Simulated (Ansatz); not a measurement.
TlHg:
```
TlHg
1.0
    3.74825     0.00000     0.00000
    0.00000     3.74825     0.00000
    0.00000     0.00000     3.74825
Tl Hg
1 1
Direct
  0.50000   0.50000   0.50000
  0.00000   0.00000   0.00000
```

Relaxed with PBEsol. Special points in fractions of this cell's reciprocal vectors: Γ (0.000, 0.000, 0.000); X (0.000, 0.500, 0.000); M (0.500, 0.500, 0.000); R (0.500, 0.500, 0.500).

### Question
List the band energies nearest the Fermi level at these points for DFT-PBEsol in the program Ansatz with PAW potentials.

### Answer
In eV from the Fermi level; about four levels below and three above (degenerate sets whole), none deeper than 8.9 eV; … stands for higher levels left out; points with the same levels are listed once.

```tsv
k	below	above
Γ	-7.15 -7.15 -6.67 -6.67 -6.67	0.49 2.26 2.26 2.26
X	-6.97 -6.97 -6.73 -5.40	5.34 5.56 5.89 5.89
M	-3.88 -2.73 -2.33 -2.33	6.47 7.99 …
R	-6.48 -6.48 -3.95 -1.60	1.60 1.60 1.60
```

Space group Pm-3m (CsCl type). The workflow started from an entry of the Crystallography Open Database (COD). Its standing as an ambient phase is unchecked. The PBEsol relaxation kept the symmetry of its start. At this level the phase is mechanically unstable. Spin–orbit coupling is left out wherever it is not named.

Potentials: the later of the program's two PAW sets.
